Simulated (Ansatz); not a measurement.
Starting cell, GaN (zinc blende):

```xyz
4
Lattice="0.0000 4.4979 4.4979 2.2490 2.2490 4.4979 2.2490 2.2490 0.0000" Properties=species:S:1:pos:R:3 pbc="T T T"
N      3.3734     3.3734     3.3734
N      3.3734     5.6224     5.6224
Ga     0.0000     0.0000     0.0000
Ga     2.2490     4.4979     2.2490
```

A phonon eigenvector at X = (0.5, 0.5, 0.0) is frozen into this cell: atom i moves by Q times the vector below, so Q is the largest atomic displacement, in Å. The cell is held. It is one choice among 2 degenerate patterns. (q is in reciprocal vectors of the primitive cell; the cell shown is doubled to hold the pattern.)

| atom | x | y | z |
|---|---|---|---|
| N1 | 0.580 | 0.000 | 0.000 |
| N2 | -0.580 | 0.000 | 0.000 |
| Ga3 | 0.000 | 1.000 | 0.000 |
| Ga4 | 0.000 | -1.000 | 0.000 |

All values below come from r2SCAN (plane waves to 500 eV, PAW, scalar-relativistic; Ansatz, a quantum-chemistry and plane-wave program). k mesh 13×13×13 (Γ-centred), Fermi-Dirac smearing 0.05 eV. GaN was relaxed with its symmetry unable to fall. 

```json
[
 {"Q (Å)": "-0.100", "−dE/dQ from forces (eV/Å)": "2.058"},
 {"Q (Å)": "-0.083", "−dE/dQ from forces (eV/Å)": "1.719"},
 {"Q (Å)": "-0.067", "−dE/dQ from forces (eV/Å)": "1.378"},
 {"Q (Å)": "-0.050", "−dE/dQ from forces (eV/Å)": "1.035"},
 {"Q (Å)": "-0.033", "−dE/dQ from forces (eV/Å)": "0.691"},
 {"Q (Å)": "-0.017", "−dE/dQ from forces (eV/Å)": "0.346"},
 {"Q (Å)": "0.000", "−dE/dQ from forces (eV/Å)": "0.000"},
 {"Q (Å)": "0.017", "−dE/dQ from forces (eV/Å)": "-0.346"},
 {"Q (Å)": "0.033", "−dE/dQ from forces (eV/Å)": "-0.691"},
 {"Q (Å)": "0.050", "−dE/dQ from forces (eV/Å)": "-1.035"},
 {"Q (Å)": "0.067", "−dE/dQ from forces (eV/Å)": "-1.378"},
 {"Q (Å)": "0.083", "−dE/dQ from forces (eV/Å)": "-1.719"},
 {"Q (Å)": "0.100", "−dE/dQ from forces (eV/Å)": "-2.058"}
]
```

What harmonic wavenumber does the curvature at Q = 0 give?

195 cm⁻¹. E″ = 20.75 eV/Å², M = Σ mᵢ|uᵢ|² = 148.9 u, ν̃ = 521.5·√(|E″|/M).

(For displaced atoms, the force is minus the slope of the energy, and its curvature is a force constant, which sets phonon frequencies.)
